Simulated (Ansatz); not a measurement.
CaF2 (fluorite)

```
CaF2
1.0
    0.00000     2.71960     2.71960
    2.71960     0.00000     2.71960
    2.71960     2.71960     0.00000
Ca F
1 2
Direct
  0.00000   0.00000   0.00000
  0.25000   0.25000   0.25000
  0.75000   0.75000   0.75000
```

The slice is a {110} plane (indices of the conventional cell) through the point (0.250, 0.250, 0.250) (fractional), spanned by u = [100] and v = [1 -1 -1] in vectors of this cell: u (3.85 Å) and v (5.44 Å, at 90° to u). It covers one period; positions are fractions (u, v).

These are r2SCAN (plane waves to 500 eV, PAW, scalar-relativistic; Ansatz, a program for electronic structure) values and carry that method's errors. k mesh 11×11×11. Near the nuclei the fields are pseudised (PAW); where an atom keeps semicore shells as valence, they peak there. CaF2 was relaxed with its symmetry unable to fall.

Task: What is the valence density on the shortest Ca–F line in this plane (2.36 Å), at its midpoint?

Result: 0.22 e/Å³.

Task: What is the ELF at the midpoint of the shortest Ca–F line in this plane (2.36 Å)?

Result: 0.0.

Task: Sketch the electron localisation function (ELF) on this plane as a map.

Result: 
| v \ u | 0.00 | 0.12 | 0.24 | 0.35 | 0.47 | 0.59 | 0.71 | 0.82 | 0.94 |
|---|---|---|---|---|---|---|---|---|---|
| 0.88 | 0.80 | 0.73 | 0.41 | 0.04 | 0.01 | 0.01 | 0.18 | 0.61 | 0.78 |
| 0.75 | 0.03 | 0.02 | 0.02 | 0.01 | 0.00 | 0.00 | 0.01 | 0.02 | 0.03 |
| 0.62 | 0.80 | 0.73 | 0.41 | 0.04 | 0.01 | 0.01 | 0.18 | 0.61 | 0.78 |
| 0.50 | x | x | 0.64 | 0.03 | 0.01 | 0.01 | 0.23 | 0.80 | x |
| 0.38 | 0.80 | 0.71 | 0.06 | 0.61 | 0.84 | 0.81 | 0.13 | 0.36 | 0.78 |
| 0.25 | 0.03 | 0.02 | 0.29 | 0.86 | x | x | 0.78 | 0.03 | 0.03 |
| 0.12 | 0.80 | 0.71 | 0.06 | 0.61 | 0.84 | 0.81 | 0.14 | 0.37 | 0.79 |
| 0.00 | x | x | 0.64 | 0.03 | 0.02 | 0.01 | 0.23 | 0.80 | x |

Values: electron localisation function (ELF). Points within 0.5 Å of a nucleus are blanked (x), as the pseudised field means little there.
